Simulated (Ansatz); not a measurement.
Y2Ge: from a starting cell to a relaxed one

The relaxed structure here is a generated cell of Y2Ge: the first start was made by placing the elements on the sites of a structure type, and the end was not matched to a known phase here, so it may be hypothetical.

The start is a generated cell, Y2Ge placed in the Cu2Sb structure type. A full variable-cell relaxation at zero pressure is run with r2SCAN (plane waves to 500 eV, PAW, scalar-relativistic; Ansatz, a first-principles code). First-step values are on the input's coarse k-mesh.

Ansatz input (later rounds restart from its end on a renewed k-mesh):
Ansatz 0.2 input:
```yaml
crystal:
  lattice:
    - [5.073548, 0, 0]
    - [0, 5.073548, 0]
    - [0, 0, 7.741454]
  atoms:
    - { symbol: Y, position: [0, 0, 0] }
    - { symbol: Y, position: [0.5, 0.5, 0] }
    - { symbol: Y, position: [0.5, 0, 0.27] }
    - { symbol: Y, position: [0, 0.5, 0.73] }
    - { symbol: Ge, position: [0.5, 0, 0.7] }
    - { symbol: Ge, position: [0, 0.5, 0.3] }
basis: { ecutwfc: 500, ecutrho_ratio: 4, xc_grid: 4, fft_grid_basis: typed }
kpoints: { mp_grid: { grid: [5, 5, 3] } }
hamiltonian:
  xc: r2scan
  dispersion: none
  pseudopotentials: { kind: paw }
scf: { occupations: { method: fermi_dirac, width: 0.05 } }
relax: { f_tol: 0.01, max_steps: 100, cell: { stress_tol: 0.02 } }
output: { forces: true, stress: true }
```

### Question
How large is the pressure on the unrelaxed cell, and of which sign?

### Answer
-5 GPa (negative: the cell is under tension).

### Question
What is the largest force in the starting geometry, and on which atom (counted from 1)?

### Answer
About 3.4 eV/Å, on Y3, Y4 (atoms numbered as listed).

### Question
By how much does the energy per atom fall from start to end?

### Answer
0.86 eV/atom.

### Question
How does the volume per atom move from start to end?

### Answer
-22.4 %, from 33.21 to 25.76 Å³/atom.

### Question
How do the shortest distances between atoms change?

### Answer
The closest pairs of elements (up to four, under 3.6 Å), start → end: Ge–Y 3.33 → 2.97 Å; Y–Y 3.29 → 3.09 Å.

### Question
Is the relaxed structure metallic? Give its gap.

### Answer
Zero (metallic).

### Question
Write out the relaxed structure.

### Answer

Space group P4/nmm, origin choice 1 (No. 129); a = b = 4.3731 Å, c = 8.0830 Å, α = β = γ = 90.00°

| atom | site | symmetry | x | y | z |
|---|---|---|---|---|---|
| Y | 2a | -4m2 | 0.0000 | 0.0000 | 0.0000 |
| Y | 2c | 4mm | 0.5000 | 0.0000 | 0.3566 |
| Ge | 2c | 4mm | 0.0000 | 0.5000 | 0.2755 |

The space group stays P4/nmm (No. 129) (the run could not lower it), with 6 atoms in the primitive cell. Final values are on a 11×11×6 k-mesh of the relaxed cell. No spin polarisation in the result.

The run could not lose the symmetry of its start; a randomly shaken copy of 12 atoms returns to this structure.
